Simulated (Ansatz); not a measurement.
Input and command of a plane-wave DFT calculation in Ansatz:

```yaml
crystal:
  lattice:
    - [-2.993279752, 3.2506764883, 3.2506731986]
    - [2.993279752, -3.2506764883, 3.2506731986]
    - [2.993279752, 3.2506764883, -3.2506731986]
  atoms:
    - { symbol: Ti, position: [0.5000053441, 0.7500053441, 0.75] }
    - { symbol: Ti, position: [0.4999946559, 0.2499946559, 0.25] }
    - { symbol: Ti, position: [0.0, 0.0, 0.5] }
    - { symbol: Ti, position: [0.0, 0.5, 0.0] }
    - { symbol: O, position: [0.3051562339, 0.3051622686, 0.5000060347] }
    - { symbol: O, position: [0.194839452, 0.2499956249, 0.9448438272] }
    - { symbol: O, position: [0.3051562339, 0.8051501992, 0.9999939653] }
    - { symbol: O, position: [0.8051517977, 0.2499956249, 0.5551561728] }
    - { symbol: O, position: [0.1948482023, 0.7500043751, 0.4448438272] }
    - { symbol: O, position: [0.805160548, 0.7500043751, 0.0551561728] }
    - { symbol: O, position: [0.6948437661, 0.1948498008, 6.0347e-06] }
    - { symbol: O, position: [0.6948437661, 0.6948377314, 0.4999939653] }
basis:
  ecutwfc: 500
kpoints:
  mp_grid: { grid: [6, 6, 6] }
hamiltonian:
  xc: r2scan
  hubbard: { sites: [{ species: Ti, l: d, u_eff: 4.0 }] }
scf:
  occupations: { method: gaussian, width: 0.05 }
output:
  forces: true
  stress: true
  eigenvalues: true
```

```bash
ansatz run input.yaml --threads 2 --pin off --max-ram 5120MiB --backend cpu --events-out ev --progress --plain --runs-dir out
```

Processor: Intel(R) Xeon(R) Platinum 8488C (Sapphire Rapids), 2 threads, on a host shared with other jobs.

Task: Estimate time, memory and problem size.

Result: About 15 s on 2 threads of Intel(R) Xeon(R) Platinum 8488C (Sapphire Rapids), on a shared host, peak memory 1.2 GiB. It solves 60 bands at 30 k points (the mesh reduced by symmetry) with about 3167 plane waves, in 9 SCF iterations.
